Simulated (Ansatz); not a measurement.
Relaxed-ion elastic tensor of KBr (rock salt, Fm-3m) in GPa (Voigt order), plane-wave PAW r²SCAN (Ansatz code); density 2.74 g/cm³, 36.08 Å³ per atom.

```
      1     2     3    4    5    6
-  ----  ----  ----  ---  ---  ---
1  38.7   4.6   4.6  0.0  0.0  0.0
2   4.6  38.7   4.6  0.0  0.0  0.0
3   4.6   4.6  38.7  0.0  0.0  0.0
4   0.0   0.0   0.0  5.3  0.0  0.0
5   0.0   0.0   0.0  0.0  5.3  0.0
6   0.0   0.0   0.0  0.0  0.0  5.3
```

Question: Is the crystal mechanically stable?

Answer: Yes: the smallest eigenvalue of C is 5.3 GPa.

Question: Work out the Voigt, Reuss and Hill averages.

Answer: K_V = 15.9, K_R = 15.9, K_H = 15.9; G_V = 10.0, G_R = 7.3, G_H = 8.7 GPa.

Question: Give Young's modulus, Poisson's ratio, Pugh's ratio and the universal anisotropy index.

Answer: E = 9KG/(3K + G) = 22.0 GPa; ν = 0.27; K/G = 1.84 (near the Pugh limit of 1.75, no verdict); A_U = 5G_V/G_R + K_V/K_R − 6 = 1.82.

Question: Estimate the sound speeds and the Debye temperature.

Answer: v_l = √((K + 4G/3)/ρ) = 3170 m/s, v_t = √(G/ρ) = 1780 m/s, mean 1980 m/s; Θ = (h/k)(3n/4πV)^(1/3) v_m = 178 K.

Question: Give the Zener ratio and Young's modulus along [100], [110] and [111].

Answer: A = 2C44/(C11 − C12) = 0.31; 1/E = S11 − 2(S11 − S12 − S44/2)Γ with Γ = 0, 1/4, 1/3 gives 37.7, 17.0, 14.3 GPa.

Question: Solve the Christoffel equation for the three sound speeds along [100], [110], [111].

Answer: Eigenvalues of C_ijkl n_j n_l equal ρv². In km/s, slowest first: [100] 1.39, 1.39, 3.76; [110] 1.39, 2.49, 3.14; [111] 2.19, 2.19, 2.90.

Symmetry was held in the r²SCAN relaxation; phonons on a q-mesh show no instability.

Potentials: the later of the program's two PAW sets.
